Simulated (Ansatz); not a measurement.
KYSe₂ as one 4-atom ordering (P4/mmm) on the rocksalt lattice was relaxed with 5 functionals in Ansatz, cell and atoms free, the symmetry of the start kept (meshes: PBE 6×6×4, r2SCAN 6×6×4, PBEsol 6×6×4, LDA 6×6×4, HSE06 4×4×4). The cell comes from a prototype generator: it can be a known phase or a hypothetical one. Spin polarisation is off.

The r2SCAN result:
```yaml
crystal:
  lattice:
    - [4.31975, 0.00000, 0.00000]
    - [0.00000, 4.31975, 0.00000]
    - [0.00000, 0.00000, 5.86828]
  atoms:
    - { symbol: K, position: [0.00000, 0.00000, 0.00000] }
    - { symbol: Se, position: [0.00000, 0.00000, 0.50000] }
    - { symbol: Y, position: [0.50000, 0.50000, 0.50000] }
    - { symbol: Se, position: [0.50000, 0.50000, 0.00000] }
```

It is tetragonal, P4/mmm (No. 123); a = 4.320 Å, c = 5.868 Å in the conventional setting, 27.38 Å³ an atom. Around K lie 6 Se at 2.93–3.05 Å; around Se lie 2 K at 2.93 Å and 4 Y at 3.05 Å; around Y lie 6 Se at 2.93–3.05 Å; around Se lie 2 Y at 2.93 Å and 4 K at 3.05 Å.

(1) How does the cell change with LDA?

(2) How does the cell change with PBEsol?

(3) Held at the r2SCAN cell, what mean stress do LDA and PBE find, and does its sign point to their own minimum?

## Answers

(1) a = 4.204 Å, c = 5.759 Å; the volume differs by -7.1 % from r2SCAN's. K is surrounded by 6 Se at 2.88–2.97 Å; Se is surrounded by 2 K at 2.88 Å and 4 Y at 2.97 Å; Y is surrounded by 6 Se at 2.88–2.97 Å (further sites aren't listed).

(2) a = 4.263 Å, c = 5.810 Å; the volume differs by -3.6 % from r2SCAN's. Around K lie 6 Se at 2.91–3.01 Å; around Se lie 2 K at 2.91 Å and 4 Y at 3.01 Å; around Y lie 6 Se at 2.91–3.01 Å (further sites aren't listed).

(3) Yes. LDA -3.57 GPa, and its relaxed volume is -7.1 % from r2SCAN's; PBE +0.59 GPa, and its relaxed volume is +1.2 % from r2SCAN's. Compression counts positive, so a positive stress asks for a larger cell.
